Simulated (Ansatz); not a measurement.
# GeRh: pressure against volume

A database entry relaxed whole under r2SCAN (Pnma):

```
Ge Rh
1.0
     5.64807    0.00000    0.00000
     0.00000    3.34493    0.00000
     0.00000    0.00000    6.40220
Ge Rh
4 4
Direct
  0.80779 0.75000 0.56718
  0.19221 0.25000 0.43282
  0.69221 0.25000 0.06718
  0.30779 0.75000 0.93282
  0.99555 0.75000 0.20371
  0.00445 0.25000 0.79629
  0.50445 0.25000 0.70371
  0.49555 0.75000 0.29629
```

The cell was scaled uniformly, its shape held, and the atoms relaxed at each volume with plane-wave PAW DFT (Ansatz 0.2.0; r2SCAN, 500 eV, 6×10×5 Γ-centred mesh, fermi-dirac occupations of width 0.100 eV; no spin, no spin-orbit coupling). One row is withheld.

```csv
volume (Å³/atom),energy over the lowest (meV/atom),pressure (GPa)
14.212,34.1,13.03
14.514,14.4,8.15
14.817,?,?
15.119,0.0,0.01
15.422,3.4,-3.38
15.724,12.9,-6.36
16.026,27.6,-8.99
```

Q: Fit the pressures of the other rows to the third-order Birch-Murnaghan form.

A: With f = [(V₀/V)^(2/3) − 1]/2 and P = 3B₀f(1 + 2f)^(5/2)[1 + 3(B₀′ − 4)f/2], least squares gives V₀ = 15.12 Å³ an atom, B₀ = 179 GPa and B₀′ = 5.2; the rows miss the fit by less than 0.01 GPa. The slope of the energies differs from these pressures by 0.12 GPa, since they are taken to zero smearing while pressures follow the free energy.

Q: What does the withheld row hold?

A: The fit gives 3.82 GPa at 14.817 Å³; the run gave 3.83 GPa and 3.4 meV an atom.

Caveats: the shape of the cell was held, so B₀ is an upper bound where the axes differ in stiffness; 0 K, fixed nuclei; the symmetry was kept, and this need not be the phase that is stable at 0 K; one mesh for all volumes; pressure is positive in compression.
